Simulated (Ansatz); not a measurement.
TiAl:
```
TiAl
1.0
    3.15630     0.00000     0.00000
    0.00000     3.15630     0.00000
    0.00000     0.00000     3.15630
Ti Al
1 1
Direct
  0.00000   0.00000   0.00000
  0.50000   0.50000   0.50000
```

Relaxed with PBEsol.

Problem. List the phonon frequencies at the special points (DFPT on a 4×4×4 q-mesh, Fourier-interpolated; PBEsol (plane waves, PAW; program Ansatz)).

Solution. In cm⁻¹; no LO–TO term at Γ, as the run had none.

```
q                frequencies
-  -------------------------
Γ          0 0 0 323 323 323
X    206 206 218 261 265 265
M  120i 120i 216 285 347 347
R    199 199 199 247 247 247
```

Space group Pm-3m (CsCl type). The first step of the workflow began from a Materials Project structure, measured or hypothetical; the Crystallography Open Database copy checked does not list it. With Ti and Al taken as one species the cell has the higher symmetry Im-3m, so it may be an ordered model of a mixed-site phase. It is not the phase usual at ambient conditions (space group No. 123). The PBEsol relaxation kept the symmetry of its start. At this level the phase is dynamically unstable (imaginary phonons). No spin polarisation was allowed. As this level gives no gap, phonon frequencies hold no LO–TO term and depend on the k-mesh and smearing (Fermi–Dirac, 0.1 eV here).

Potentials: the later of the program's two PAW sets.
